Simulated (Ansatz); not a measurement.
## Clamped-ion strain scan in Al3Cu

The calculation used Ansatz, DFT r2SCAN, scalar-relativistic, plane waves, PAW. The runs took a 500 eV cutoff, a Γ-centred 12×12×12 mesh and Gaussian smearing (0.15 eV). No spin polarisation. Energies are free energies at this smearing, counted from the undisturbed cell; pressure is positive in compression.

The undisturbed cell (relaxed at this level; it needn't be the usual structure):

```xyz
4
Lattice="3.8891 0.0000 0.0000 0.0000 3.8891 0.0000 0.0000 0.0000 3.8891" Properties=species:S:1:pos:R:3 pbc="T T T"
Al    0.0000    1.9446    1.9446
Al    1.9446    0.0000    1.9446
Al    1.9446    1.9446    0.0000
Cu    0.0000    0.0000    0.0000
```

The cell is strained by ε times the Voigt pattern (0, 0, 0, 0, 0, 1) (xx, yy, zz, yz, xz, xy; engineering shear) with fractional coordinates fixed. The cell is metallic on the mesh throughout.

```csv
ε,ΔE (meV/atom),"stress summed along the pattern (GPa, tension positive)",pressure (GPa)
-0.1000,17.3,-3.84,1.1
-0.0500,4.7,-1.79,0.2
0.0000,0.0,0.00,0.0
0.0250,1.4,1.12,0.0
0.0625,?,2.19,?
0.0750,?,2.63,?
0.0875,13.2,3.17,0.8
```

By symmetry 0.1000 repeats -0.1000, -0.0750 repeats 0.0750, 0.0500 repeats -0.0500, -0.0250 repeats 0.0250 in energy, with the opposite slope along the path.

Give the withheld values.

ΔE (meV/atom) at ε = 0.0625: 7.0; pressure (GPa) at ε = 0.0625: 0.4; ΔE (meV/atom) at ε = 0.0750: 9.8; pressure (GPa) at ε = 0.0750: 0.6.

Cost: 7 runs of about 8.8 core-minutes in all, on Intel Xeon Processor @ 2.50GHz (Skylake/Cascade Lake) (shared hosts).